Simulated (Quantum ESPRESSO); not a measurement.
## Kohn-Sham bands of Ru (hcp (Mg type))

```xyz
2
Lattice="2.7078 0.0000 0.0000 -1.3539 2.3450 0.0000 0.0000 0.0000 4.2681" Properties=species:S:1:pos:R:3 pbc="T T T"
Ru     1.3539    -0.7817     1.0670
Ru    -1.3539     0.7817    -1.0670
```

Cell from Materials Project (mp-33), symmetrised, no further relaxation. This is the element's usual structure. Level: PBEsol, no spin polarisation, no spin-orbit coupling; pw.x of Quantum ESPRESSO at 68 Ry with PseudoDojo potentials, 12×12×6 k-points, Wannier90. Density: 18×18×10 mesh, cold smearing 0.01 Ry.

Task: List the Kohn-Sham levels between −8 and 3.0 eV relative to the Fermi level at the high-symmetry points, as a band run of pw.x on that density gives them (levels within 2 meV counted together).

Result: 
| point | k (reciprocal lattice) | levels (eV) |
|---|---|---|
| Γ | 0.000 0.000 0.000 | -6.26, -2.62 (×2), -2.40, -1.92 (×2), -1.42 (×2), 1.20 (×2), 1.28 |
| M | 0.500 0.000 0.000 | -6.20, -5.54, -5.42, -3.06, -2.07, -1.85, -1.51, 1.43, 1.85, 1.96 |
| K | 0.333 0.333 0.000 | -5.64, -4.37 (×2), -3.82, -2.85 (×2), -1.06, 1.04 (×2), 1.50 |
| A | 0.000 0.000 0.500 | -6.12 (×2), -2.79 (×4), -2.73 (×2), 0.56 (×4) |
| L | 0.500 0.000 0.500 | -6.10 (×2), -4.55 (×2), -1.07 (×2), 0.43 (×2), 1.69 (×2) |
| H | 0.333 0.333 0.500 | -4.73 (×2), -4.15 (×2), -2.74 (×2), -1.18 (×2), 1.24 (×2) |
